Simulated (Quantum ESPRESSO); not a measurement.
**Band energies of ZnSe**

```
CELL_PARAMETERS angstrom
      0.00000     2.81641     2.81641
      2.81641     0.00000     2.81641
      2.81641     2.81641     0.00000
ATOMIC_POSITIONS crystal
  Zn 0.00000 0.00000 0.00000
  Se 0.25000 0.25000 0.25000
```

PBE (Quantum ESPRESSO, PseudoDojo norm-conserving, 86 Ry, without SOC); path ΓXWKΓLUWLK,UX; energies in eV from the valence-band maximum.

| k (1/Å) | point | band 14 | band 15 | band 16 | band 17 | band 18 | band 19 | band 20 | band 21 |
|---|---|---|---|---|---|---|---|---|---|
| 0.00 | Γ | -6.22 | -6.22 | 0.00 | 0.00 | 0.00 | 1.36 | 5.81 | 5.81 |
| 0.22 |  | -6.23 | -6.21 | -0.99 | -0.29 | -0.29 | 2.43 | 5.28 | 6.26 |
| 0.56 |  | -6.24 | -6.19 | -2.90 | -1.29 | -1.29 | 3.93 | 4.07 | 8.08 |
| 0.89 |  | -6.17 | -6.14 | -4.40 | -2.08 | -2.08 | 3.11 | 3.67 | 9.98 |
| 1.12 | X | -6.17 | -6.03 | -4.83 | -2.25 | -2.25 | 2.95 | 3.47 | 10.86 |
| 1.23 |  | -6.17 | -6.02 | -4.82 | -2.31 | -2.30 | 3.11 | 3.62 | 10.52 |
| 1.56 |  | -6.22 | -5.91 | -4.78 | -2.78 | -2.70 | 4.98 | 5.29 | 7.63 |
| 1.67 | W | -6.25 | -5.90 | -4.77 | -2.83 | -2.74 | 5.48 | 5.64 | 7.02 |
| 1.94 |  | -6.20 | -5.93 | -4.79 | -3.13 | -2.04 | 3.94 | 5.66 | 8.40 |
| 2.07 | K | -6.19 | -5.94 | -4.80 | -3.17 | -1.84 | 3.58 | 5.65 | 9.11 |
| 2.17 |  | -6.21 | -5.96 | -4.77 | -3.24 | -1.64 | 3.78 | 6.28 | 8.69 |
| 2.46 |  | -6.23 | -6.17 | -4.20 | -2.61 | -0.94 | 4.20 | 6.41 | 6.86 |
| 2.76 |  | -6.23 | -6.20 | -2.85 | -1.34 | -0.34 | 3.54 | 5.72 | 6.45 |
| 3.05 |  | -6.22 | -6.22 | -0.95 | -0.25 | -0.05 | 2.19 | 5.64 | 5.92 |
| 3.25 | Γ | -6.22 | -6.22 | 0.00 | 0.00 | 0.00 | 1.36 | 5.81 | 5.81 |
| 3.36 |  | -6.22 | -6.22 | -0.39 | -0.03 | -0.03 | 1.70 | 5.77 | 5.87 |
| 3.68 |  | -6.22 | -6.22 | -2.71 | -0.41 | -0.41 | 2.78 | 6.32 | 6.40 |
| 3.89 |  | -6.21 | -6.21 | -4.12 | -0.70 | -0.70 | 2.72 | 6.49 | 6.49 |
| 4.22 | L | -6.20 | -6.05 | -5.34 | -0.89 | -0.89 | 2.58 | 6.39 | 6.39 |
| 4.51 |  | -6.20 | -6.02 | -5.13 | -2.01 | -1.19 | 3.66 | 5.83 | 7.17 |
| 4.80 |  | -6.20 | -5.95 | -4.81 | -3.16 | -1.72 | 3.71 | 6.04 | 8.55 |
| 4.90 | U | -6.19 | -5.94 | -4.80 | -3.17 | -1.84 | 3.58 | 5.65 | 9.11 |
| 5.10 |  | -6.21 | -5.92 | -4.78 | -3.07 | -2.23 | 4.34 | 5.67 | 7.91 |
| 5.29 | W | -6.25 | -5.90 | -4.77 | -2.83 | -2.74 | 5.48 | 5.64 | 7.02 |
| 5.39 |  | -6.25 | -5.91 | -4.77 | -2.98 | -2.49 | 5.31 | 5.72 | 6.93 |
| 5.59 |  | -6.22 | -5.97 | -4.86 | -2.82 | -1.82 | 4.72 | 5.53 | 7.29 |
| 5.89 |  | -6.20 | -6.03 | -5.24 | -1.50 | -1.05 | 3.23 | 5.97 | 6.77 |
| 6.08 | L | -6.20 | -6.05 | -5.34 | -0.89 | -0.89 | 2.58 | 6.39 | 6.39 |
| 6.17 |  | -6.20 | -6.05 | -5.32 | -1.03 | -0.92 | 2.73 | 6.29 | 6.46 |
| 6.42 |  | -6.20 | -6.01 | -5.06 | -2.27 | -1.28 | 3.81 | 5.85 | 7.42 |
| 6.68 |  | -6.20 | -5.95 | -4.80 | -3.17 | -1.73 | 3.69 | 6.00 | 8.63 |
| 6.77 | K | -6.19 | -5.94 | -4.80 | -3.17 | -1.84 | 3.58 | 5.65 | 9.11 |
| 6.77 | U | -6.19 | -5.94 | -4.80 | -3.17 | -1.84 | 3.58 | 5.65 | 9.11 |
| 6.86 |  | -6.18 | -5.96 | -4.81 | -2.95 | -2.01 | 3.40 | 4.82 | 9.53 |
| 7.16 | X | -6.17 | -6.03 | -4.83 | -2.25 | -2.25 | 2.95 | 3.47 | 10.86 |

The PBE gap is direct, 1.36 eV at Γ.

Spin-orbit splittings are left out.

Geometry relaxed with PBEsol.
